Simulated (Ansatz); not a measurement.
Starting structure of a cell relaxation (symmetry kept):

```yaml
crystal:
  lattice:
    - [4.07530, 0.00000, 0.00000]
    - [-2.03765, 3.52931, 0.00000]
    - [0.00000, 0.00000, 5.59100]
  atoms:
    - { symbol: Sb, position: [0.33333, 0.66667, 0.25000] }
    - { symbol: Sb, position: [0.66667, 0.33333, 0.75000] }
    - { symbol: Pd, position: [0.00000, 0.00000, 0.00000] }
    - { symbol: Pd, position: [0.00000, 0.00000, 0.50000] }
```

Level of theory: DFT PBEsol, scalar-relativistic, plane waves, PAW in Ansatz 0.2.0.

Plane waves to 420 eV, a k mesh through Γ of 12×12×8 on the computed 4-atom cell and Gaussian smearing (0.10 eV); no spin polarisation.

What does it relax to?

The volume increases by 0.05 Å³/atom to 20.16 Å³/atom, and the energy falls by 0.2 meV/atom. Final structure:
```yaml
crystal:
  lattice:
    - [4.08766, 0.00000, 0.00000]
    - [-2.04383, 3.54002, 0.00000]
    - [0.00000, 0.00000, 5.57244]
  atoms:
    - { symbol: Sb, position: [0.33333, 0.66667, 0.25000] }
    - { symbol: Sb, position: [0.66667, 0.33333, 0.75000] }
    - { symbol: Pd, position: [0.00000, 0.00000, 0.00000] }
    - { symbol: Pd, position: [0.00000, 0.00000, 0.50000] }
```

Course of the relaxation (steps run on the plane waves of an earlier cell, and the basis is chosen afresh near the end, so energy and pressure can step there; trial steps that raised the energy were taken back; energies are free energies):

```json
{"step": "1", "E − E_final (meV/atom)": "0.2", "P (GPa)": "0.33", "V (Å³/atom)": "20.10"}
{"step": "2", "E − E_final (meV/atom)": "0.2", "P (GPa)": "-0.46", "V (Å³/atom)": "20.24"}
{"step": "3", "E − E_final (meV/atom)": "0.0", "P (GPa)": "0.03", "V (Å³/atom)": "20.15"}
{"step": "4", "E − E_final (meV/atom)": "0.0", "P (GPa)": "0.00", "V (Å³/atom)": "20.16"}
{"step": "5", "E − E_final (meV/atom)": "0.0", "P (GPa)": "0.00", "V (Å³/atom)": "20.16"}
```

Cost: 1 run of about 1.1 core-minutes, on Arm Neoverse V2 (shared hosts).